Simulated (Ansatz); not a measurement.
AuCu3-type EuMn3

Computed with Ansatz (plane waves, PAW, 420 eV cutoff): PBE+U (U_eff = 6 eV on Eu 4f), scalar-relativistic, collinear spin, Γ-centred 4×4×4 mesh, 0.05 eV Gaussian smearing; PAW files: Ansatz's generated set soft_2.

```
Eu Mn
1.0
     4.19926    0.00000    0.00000
     0.00000    4.19926    0.00000
     0.00000    0.00000    4.19926
Eu Mn
1 3
Direct
  0.00000 0.00000 0.00000
  0.00000 0.50000 0.50000
  0.50000 0.50000 0.00000
  0.50000 0.00000 0.50000
```

The cell came from substitution into a structure type; no database entry of this phase was matched, which doesn't show that none exists.

Starting moments (μB, in the order of the atoms): 7.52, -3.89, -3.89, -3.89.

The open shells were started in several ways at this geometry:
- carried from the relaxation
- from atoms, symmetry kept, no search for lower states
- from atoms, default search
- from atoms, wider search

Q: Do they end in different states?

A: No. All 4 end within 0.5 meV/atom, with a gap of zero (metallic), spin moments Eu 6.86; Mn -3.54 μB and occupations Eu1 up: 0.96 0.97 0.97 0.97 0.99 0.99 0.99; Eu1 down: 0.00 0.00 0.00 0.00 0.00 0.00 0.01.

Open d and f shells can converge to several self-consistent states; this is the one that the run reached. These numbers lack spin–orbit coupling. Site moments are of spin, integrated over atomic spheres. A U of this size is made for insulators; in a metal, as here, it tends to take f weight out of the bonding and to swell the cell. The k-mesh is coarse, so small energy differences aren't converged.
